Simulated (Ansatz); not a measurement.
**WS₂: from a starting cell to a relaxed one**

The start is a relaxed WS2 cell shaken by Gaussian noise of σ = 0.08 Å a coordinate. Cell shape, volume and atoms are optimised at zero target pressure with PBEsol (plane waves to 420 eV, PAW, scalar-relativistic; Ansatz, an electronic-structure program). First-step values are on the input's coarse k-mesh.

Ansatz input (later rounds restart from its end on a renewed k-mesh):
Ansatz 0.2 input:
```yaml
crystal:
  lattice:
    - [6.3040604424, 0, 0]
    - [-3.1520302212, 5.4594764901, 0]
    - [0, 0, 4.1919213391]
  atoms:
    - { symbol: S, position: [0.270263353, 0.0096643406, 0.0360400437] }
    - { symbol: S, position: [-0.0186831854, 0.2565686268, 0.0037190459] }
    - { symbol: S, position: [0.7122211827, 0.7291997174, 0.0328512867] }
    - { symbol: S, position: [0.6508240864, 0.0063678861, 0.5241901584] }
    - { symbol: S, position: [-0.0014118976, 0.6286873953, 0.4366180739] }
    - { symbol: S, position: [0.3896752297, 0.3909392955, 0.4688481108] }
    - { symbol: W, position: [-0.0232358945, -0.0044825113, 0.495319541] }
    - { symbol: W, position: [0.3180379114, 0.6590428855, 0.8150146148] }
    - { symbol: W, position: [0.6592157429, 0.3255614549, 0.2003286778] }
basis: { ecutwfc: 420, ecutrho_ratio: 4, xc_grid: 2, fft_grid_basis: typed }
kpoints: { mp_grid: { grid: [4, 4, 6] } }
hamiltonian:
  xc: pbesol
  dispersion: none
  pseudopotentials: { kind: paw }
scf: { occupations: { method: fermi_dirac, width: 0.05 } }
relax: { f_tol: 0.01, max_steps: 100, cell: { stress_tol: 0.02 } }
output: { forces: true, stress: true }
```

**Question.** What pressure does the first self-consistent step give?

**Answer.** +4 GPa (positive: the cell is compressed).

**Question.** What is the largest force in the starting geometry, and on which atom (counted from 1)?

**Answer.** About 6.2 eV/Å, on S4 (atoms numbered as listed).

**Question.** By how much does the energy per atom fall from start to end?

**Answer.** 0.20 eV/atom.

**Question.** Is the parent structure recovered?

**Answer.** The parent structure is recovered, P321 (No. 150).

**Question.** How do the shortest distances between atoms change?

**Answer.** The closest pairs of elements (up to four, under 3.6 Å), start → end: S–W 2.09 → 2.31 Å; S–S 2.72 → 2.95 Å.

**Question.** Is the relaxed structure metallic? Give its gap.

**Answer.** Zero (metallic).

Final structure:

```cif
data_S6W3
_chemical_formula_sum 'S6 W3'
_space_group_name_H-M_alt 'P321'
_space_group_IT_number 150
_space_group_name_Hall 'P 3 2"'
_cell_length_a 6.30391
_cell_length_b 6.30391
_cell_length_c 4.19128
_cell_angle_alpha 90.000
_cell_angle_beta 90.000
_cell_angle_gamma 120.000
loop_
_atom_site_label
_atom_site_type_symbol
_atom_site_symmetry_multiplicity
_atom_site_Wyckoff_symbol
_atom_site_fract_x
_atom_site_fract_y
_atom_site_fract_z
_atom_site_occupancy
S1 S 3 e 0.00000 0.26975 0.00000 1
S2 S 3 f 0.37754 0.37754 0.50000 1
W1 W 1 b 0.00000 0.00000 0.50000 1
W2 W 2 d 0.66667 0.33333 0.21359 1
```

Final values are on a 9×9×11 k-mesh of the relaxed cell. No spin polarisation in the result.

The relaxed structure here is a generated cell of WS2: the first start was made by placing the elements on the sites of a structure type, and the end was not matched to a known phase here, so it may be hypothetical. Known forms of WS2 include space group No. 194.
